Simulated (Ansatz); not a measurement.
Input:

YB2C2:
```xyz
10
Lattice="5.3300 0.0000 0.0000 0.0000 5.3300 0.0000 0.0000 0.0000 3.5029" Properties=species:S:1:pos:R:3 pbc="T T T"
Y      2.6650     2.6650     0.0000
Y      0.0000     0.0000     0.0000
B      4.6043     1.9393     1.7515
B      0.7257     3.3907     1.7515
B      3.3907     4.6043     1.7515
B      1.9393     0.7257     1.7515
C      3.5297     0.8647     1.7515
C      1.8003     4.4653     1.7515
C      4.4653     3.5297     1.7515
C      0.8647     1.8003     1.7515
```

This is the PBEsol-relaxed structure. Cartesian axes are those of the cell as given.

Question: All from plane-wave PAW PBEsol (Ansatz code), unless another level is named. Give the Young's modulus.

Answer: 322 GPa.

Question: Next, the elastic constants (relaxed ions, GPa)?

Answer: C11 = 539, C12 = 211, C13 = 42.4, C33 = 229, C44 = 95.1, C66 = 180.

Question: Next, the highest zone-centre frequency?

Answer: 1345 cm^-1.

Space group P4/mbm. The first step of the workflow began from a Materials Project structure, measured or hypothetical; the Crystallography Open Database copy checked does not list it. With B and C taken as one species the cell has the higher symmetry P4/mmm, so it may be an ordered model of a mixed-site phase. Whether it is the stable phase at ambient conditions was not checked. The PBEsol relaxation kept the symmetry of its start; its stability against distortions is not shown here. The run is not spin-polarised. As this level gives no gap, shear constants depend on the k-mesh and smearing (Fermi–Dirac, 0.1 eV here). As this level gives no gap, phonon frequencies hold no LO–TO term and depend on the k-mesh and smearing (Fermi–Dirac, 0.1 eV here).

Potentials: the later of the program's two PAW sets.
